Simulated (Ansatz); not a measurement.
Computed properties of Pd

Pd (diamond, space group No. 227), a = 5.7408 Å, b = 5.7408 Å, c = 5.7408 Å, α = 90.00°, β = 90.00°, γ = 90.00°; the cell used has 2 atoms.

Space group Fd-3m (No. 227), diamond; conventional cell a = 5.741 Å, b = 5.741 Å, c = 5.741 Å, α = 90.00°, β = 90.00°, γ = 90.00°.

Method: r²SCAN in the plane-wave PAW code Ansatz. Geometry: relaxed at this level of theory. Other levels are named where they apply.

### Cell and energy

| Quantity | Result |
|---|---|
| Volume per atom | 23.65 Å³ |
| Density | 7.47 g/cm³ |

### Electronic structure

| Quantity | Value |
|---|---|
| Electronic character | metallic (no gap) |
| Density of states at the Fermi level | 4.2 states/eV per atom (mean over ±0.08 eV) |
| Gap with spin–orbit coupling | none (metallic) |

### Mechanics

| Quantity | Value |
|---|---|
| Bulk modulus (Birch–Murnaghan fit) | 77.0 GPa |
| Pressure derivative B′ | 5.4 |
| Elastic constants (relaxed ions, GPa) | C11 = 52.8, C12 = 89.6, C44 = -26.9 |
| Mechanical stability | unstable (C has a negative eigenvalue) |

The start of the workflow was typed in or built on a structure type; neither database checked (COD, Materials Project) lists it. It is not the phase usual at ambient conditions (space group No. 225). Symmetry was held in the r²SCAN relaxation. The run is not spin-polarised. As this level gives no gap, shear constants depend on the k-mesh and smearing (Fermi–Dirac, 0.1 eV here). Spin–orbit coupling is left out wherever it is not named.

Potentials: the earlier of the program's two PAW sets.
